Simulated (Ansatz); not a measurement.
Relaxed-ion elastic tensor of Sr (fcc (Cu type), Fm-3m) in GPa (Voigt order), r²SCAN (plane waves, PAW; program Ansatz); density 2.57 g/cm³, 56.72 Å³ per atom.

```
      1     2     3     4     5     6
-  ----  ----  ----  ----  ----  ----
1  15.1  10.6  10.6   0.0   0.0   0.0
2  10.6  15.1  10.6   0.0   0.0   0.0
3  10.6  10.6  15.1   0.0   0.0   0.0
4   0.0   0.0   0.0  11.2   0.0   0.0
5   0.0   0.0   0.0   0.0  11.2   0.0
6   0.0   0.0   0.0   0.0   0.0  11.2
```

Is the crystal mechanically stable?

Yes: the smallest eigenvalue of C is 4.5 GPa.

Work out the Voigt, Reuss and Hill averages.

K_V = 12.1, K_R = 12.1, K_H = 12.1; G_V = 7.6, G_R = 4.3, G_H = 6.0 GPa.

Give Young's modulus, Poisson's ratio, Pugh's ratio and the universal anisotropy index.

E = 9KG/(3K + G) = 15.4 GPa; ν = 0.29; K/G = 2.03 (ductile by the Pugh limit of 1.75); A_U = 5G_V/G_R + K_V/K_R − 6 = 3.74.

Estimate the sound speeds and the Debye temperature.

v_l = √((K + 4G/3)/ρ) = 2800 m/s, v_t = √(G/ρ) = 1530 m/s, mean 1700 m/s; Θ = (h/k)(3n/4πV)^(1/3) v_m = 132 K.

Give the Zener ratio and Young's modulus along [100], [110] and [111].

A = 2C44/(C11 − C12) = 4.91; 1/E = S11 − 2(S11 − S12 − S44/2)Γ with Γ = 0, 1/4, 1/3 gives 6.4, 14.6, 25.6 GPa.

Symmetry was held in the r²SCAN relaxation. As this level gives no gap, shear constants depend on the k-mesh and smearing (Fermi–Dirac, 0.1 eV here).

Potentials: the later of the program's two PAW sets.
